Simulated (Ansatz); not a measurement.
Values for one crystal, relaxed and computed with PBE in the plane-wave PAW code Ansatz; other levels are named.

| Property | Result |
|---|---|
| Volume per atom | 15.52 Å³ |
| Electronic character | metallic (no gap) |
| Gap with spin–orbit coupling | none (metallic) |
| Bulk modulus (Birch–Murnaghan fit) | 1620 kbar |
| Formation energy from the elements (no fitted shifts) | -1.15 eV/atom |
| Density of states at the Fermi level | 0.42 states/eV per atom (mean over ±0.08 eV) |
| Pressure derivative B′ | 4.3 |

Task: Which of these materials gives this?
A) Zr2SiN, P6_3/mmc (Zr on 4f, Si on 2d, N on 2a)
B) Nb2SiN, P6_3/mmc (Si on 2d, Nb on 4f, N on 2a)
C) CoSi, P2_13 (Co on 4a, Si on 4a)
D) CoSi2, fluorite or antifluorite type

Result: A, Zr2SiN, P6_3/mmc (Zr on 4f, Si on 2d, N on 2a)

The start of the workflow was typed in or built on a structure type; neither database checked (COD, Materials Project) lists it. Whether it is the stable phase at ambient conditions was not checked. Symmetry was held in the PBE relaxation; whether a distortion lowers the energy is not shown. The run is not spin-polarised. The references are the lowest solids computed at this level, not always the standard phases (solids in place of the gases). Scalar-relativistic: spin–orbit coupling is off unless named, which matters more the heavier the elements.

Potentials: the earlier of the program's two PAW sets.
